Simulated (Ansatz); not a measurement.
Data:

ZnGeO3:
```cif
data_Ge6O18Zn6
_chemical_formula_sum 'Zn6 Ge6 O18'
_space_group_name_H-M_alt 'R-3 :H'
_space_group_IT_number 148
_space_group_name_Hall '-R 3'
_cell_length_a 4.96641
_cell_length_b 4.96641
_cell_length_c 13.85050
_cell_angle_alpha 90.000
_cell_angle_beta 90.000
_cell_angle_gamma 120.000
loop_
_atom_site_label
_atom_site_type_symbol
_atom_site_symmetry_multiplicity
_atom_site_Wyckoff_symbol
_atom_site_fract_x
_atom_site_fract_y
_atom_site_fract_z
_atom_site_occupancy
Zn1 Zn 6 c 0.00000 0.00000 0.36751 1
Ge1 Ge 6 c 0.00000 0.00000 0.15637 1
O1 O 18 f 0.34831 0.04323 0.09039 1
```
(The calculation used a cell of 10 atoms; values per cell refer to that cell.)

This is the r²SCAN-relaxed structure.

Q: All from r²SCAN in the plane-wave PAW code Ansatz, unless another level is named. Give the smallest direct gap on the standard path.

A: 3.36 eV.

Q: What about the hole effective mass with spin–orbit coupling?

A: 1.4, 1.9, 5.5 mₑ (principal values).

Q: Next, the electron effective mass?

A: 0.26 mₑ (isotropic).

Q: Next, the weight of the conduction-edge state by species (Voronoi cells)?

A: O 50 %, Zn 27 %, Ge 23 %.

The first step of the workflow began from a Materials Project structure, measured or hypothetical; the Crystallography Open Database copy checked does not list it. Its standing as an ambient phase is unchecked. Symmetry was held in the r²SCAN relaxation; whether a distortion lowers the energy is not shown. Scalar-relativistic: spin–orbit coupling is off unless named, which matters more the heavier the elements.

Potentials: the later of the program's two PAW sets.
